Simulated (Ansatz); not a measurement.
AlN (wurtzite)

```
AlN
1.0
    3.13030     0.00000     0.00000
   -1.56515     2.71092     0.00000
    0.00000     0.00000    10.03603
Al N
4 4
Direct
  0.66667   0.33333   0.00169
  0.66667   0.33333   0.50169
  0.33333   0.66667   0.25169
  0.33333   0.66667   0.75169
  0.66667   0.33333   0.31091
  0.66667   0.33333   0.81091
  0.33333   0.66667   0.06091
  0.33333   0.66667   0.56091
```

The atoms are displaced by Q × the pattern below (from a DFPT mode at A = (0.0, 0.0, 0.5), largest move 1; Q in Å), at fixed cell. It is one choice among 4 degenerate patterns. (q is in reciprocal vectors of the primitive cell; the cell shown is doubled to hold the pattern.)

```json
[
 {"atom": "Al1", "x": "0.000", "y": "0.044", "z": "0.000"},
 {"atom": "Al2", "x": "0.000", "y": "-0.044", "z": "0.000"},
 {"atom": "Al3", "x": "0.000", "y": "0.499", "z": "0.000"},
 {"atom": "Al4", "x": "0.000", "y": "-0.499", "z": "0.000"},
 {"atom": "N5", "x": "0.000", "y": "-1.000", "z": "0.000"},
 {"atom": "N6", "x": "0.000", "y": "1.000", "z": "0.000"},
 {"atom": "N7", "x": "0.000", "y": "-0.195", "z": "0.000"},
 {"atom": "N8", "x": "0.000", "y": "0.195", "z": "0.000"}
]
```

Method: PBE (plane waves to 420 eV, PAW, scalar-relativistic; Ansatz, a program for electronic structure). k mesh 12×12×4 (Γ-centred), Fermi-Dirac smearing 0.05 eV. Energies are smeared free energies. AlN was relaxed with its symmetry unable to fall. The zero of ΔE is the undisplaced structure.

Task: Predict the ΔE (meV/cell) at Q (Å) = -0.180, -0.150, -0.120, -0.090, -0.060, 0.030, 0.120, 0.150.

Result: 
```csv
Q (Å),ΔE (meV/cell)
-0.180,1113
-0.150,758
-0.120,477
-0.090,265
-0.060,117
0.030,29
0.120,477
0.150,758
```

(A displaced cell: forces are minus the slopes of the energy, force constants its curvatures, and phonons follow from these.)
